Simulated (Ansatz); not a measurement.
Starting cell, SnO2 (rutile):

```xyz
6
Lattice="4.8276 0.0000 0.0000 0.0000 4.8276 0.0000 0.0000 0.0000 3.2379" Properties=species:S:1:pos:R:3 pbc="T T T"
Sn     0.0000     0.0000     0.0000
Sn     2.4138     2.4138     1.6190
O      1.4801     1.4801     0.0000
O      3.8939     0.9337     1.6190
O      0.9337     3.8939     1.6190
O      3.3474     3.3474     0.0000
```

In this cell atom 5 (O, nearest neighbour Sn at 2.089 Å; its periodic images, 3.2 Å or more away, move with it) is moved by u·(0.707, 0.707, 0.000) + v·(0.000, 0.000, 1.000); the rest is frozen.

Calculation: PBE (plane waves to 420 eV, PAW, scalar-relativistic; Ansatz, a quantum-chemistry and plane-wave program). k mesh 6×6×8 (Γ-centred), Fermi-Dirac smearing 0.05 eV. The energy includes the smearing's −TS. SnO2 was relaxed with its symmetry unable to fall. The PAW data are Ansatz's earlier set.

Changes of ΔE (meV/cell) from the point u = 0.000 Å, v = 0.000 Å when one coordinate moves alone (two changes are said to add if the coupling is within 5 % of the smaller one, nearly so within 20 %):

```
point                      change
-------------------------  ------
u = 0.000 Å, v = -0.520 Å  1782.4
u = 0.000 Å, v = -0.347 Å   738.8
u = 0.000 Å, v = -0.173 Å   176.5
u = -0.520 Å, v = 0.000 Å   534.9
u = -0.347 Å, v = 0.000 Å   224.5
u = -0.173 Å, v = 0.000 Å    54.0
u = 0.173 Å, v = 0.000 Å     54.0
u = 0.347 Å, v = 0.000 Å    224.5
u = 0.520 Å, v = 0.000 Å    534.9
u = 0.000 Å, v = 0.173 Å    176.5
u = 0.000 Å, v = 0.347 Å    738.8
u = 0.000 Å, v = 0.520 Å   1782.4
```

Problem. Do the two effects add at u = 0.347 Å, v = 0.173 Å? Give the computed change.

Solution. The sum of the single changes is 224.5 + (176.5) = 401.0; the calculation gives 381.2, so the coupling contributes -19.8 (under 20 % of the smaller single change, nearly additive).

Problem. What is the change at u = 0.520 Å, v = 0.173 Å, where both move, and how far is it from the sum?

Solution. The sum of the single changes is 534.9 + (176.5) = 711.4; the calculation gives 671.9, so the coupling contributes -39.5 (over 20 % of the smaller single change, not additive).

Problem. Do the two effects add at u = 0.173 Å, v = 0.347 Å? Give the computed change.

Solution. The sum of the single changes is 54.0 + (738.8) = 792.8; the calculation gives 769.5, so the coupling contributes -23.3 (over 20 % of the smaller single change, not additive).

(A displaced cell: forces are minus the slopes of the energy, force constants its curvatures, and phonons follow from these.)
